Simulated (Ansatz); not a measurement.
Relaxed Si (diamond):

```xyz
4
Lattice="0.0000 5.4441 5.4441 2.7220 2.7220 5.4441 2.7220 2.7220 0.0000" Properties=species:S:1:pos:R:3 pbc="T T T"
Si     2.7220     2.7220     2.7220
Si     2.7220     5.4441     5.4441
Si     4.0830     9.5271     9.5271
Si     4.0830     6.8051     6.8051
```

The atoms are displaced by Q × the pattern below (from a DFPT mode at X = (0.5, 0.5, 0.0), largest move 1; Q in Å), at fixed cell. It is one choice among 2 degenerate patterns. (q is in reciprocal vectors of the primitive cell; the cell shown is doubled to hold the pattern.)

```json
[
 {"atom": "Si3", "x": "0.000", "y": "0.000", "z": "-1.000"},
 {"atom": "Si4", "x": "0.000", "y": "0.000", "z": "1.000"}
]
```

Atoms not listed stay in place.

All values below come from r2SCAN (plane waves to 500 eV, PAW, scalar-relativistic; Ansatz, a quantum-chemistry and plane-wave program). k mesh 10×10×10 (Γ-centred), Fermi-Dirac smearing 0.05 eV. E stands for the smeared free energy. Si was relaxed with its symmetry unable to fall. The PAW data are Ansatz's earlier set. The zero of ΔE is the undisplaced structure.

The scan covers Q from -0.100 to 0.100 Å in 13 points.

**Question.** Is this a single well or a double well?

**Answer.** A single well with its minimum at or next to zero displacement.

**Question.** Which space group does the distorted structure have?

**Answer.** P-4m2 (No. 115), lowered from Fd-3m.

**Question.** What is the energy change at Q = 0.100 Å?

**Answer.** 178.3 meV/cell.

**Question.** What harmonic wavenumber does the curvature at Q = 0 give?

**Answer.** 416 cm⁻¹.

(For displaced atoms, the force is minus the slope of the energy, and its curvature is a force constant, which sets phonon frequencies.)
